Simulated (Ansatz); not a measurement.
# Ca₃GeTe: modes against the lattice constant

Computed with DFT PBE, scalar-relativistic, plane waves, PAW in Ansatz. Plane waves to 420 eV; Γ-centred k mesh 6×6×6; Fermi-Dirac smearing of 0.15 eV. No spin polarisation. Phonons by linear response, acoustic sum rule imposed.

The cell is fixed (symmetry leaves no force on the atoms) and stands under 2.4 GPa:
Space group Pm-3m (No. 221). a = 5.604 Å, b = 5.604 Å, c = 5.604 Å, α = 90.00°, β = 90.00°, γ = 90.00°
```tsv
atom	site	symmetry	x	y	z
Ge	1a	m-3m	0.0000	0.0000	0.0000
Te	1b	m-3m	0.5000	0.5000	0.5000
Ca	3c	4/mm.m	0.5000	0.5000	0.0000
```

Its imaginary modes show that this cell, the ideal cubic antiperovskite prototype, isn't a minimum of the energy. In a metal, frequencies and elastic constants depend on the k mesh and the smearing, soft modes and shear constants most. Spin–orbit coupling is left out, which matters for heavy elements.

At a = 5.737 Å: a semilocal functional can close a gap that the real compound has.

At a = 5.846 Å: a semilocal functional can close a gap that the real compound has.

Task: How do the optical zone-centre modes (counted from the lowest optical one, degenerate ones once; i marks imaginary ones) of this metal change over a = 5.604, 5.737 and 5.846 Å?

Result:
```tsv
a (Å)	5.604	5.737	5.846
pressure (GPa)	2.4	0.2	-1.2
mode 1 (cm⁻¹)	97i	96i	95i
mode 4 (cm⁻¹)	67i	61i	57i
mode 7 (cm⁻¹)	56	56	56
mode 10 (cm⁻¹)	340	305	278
```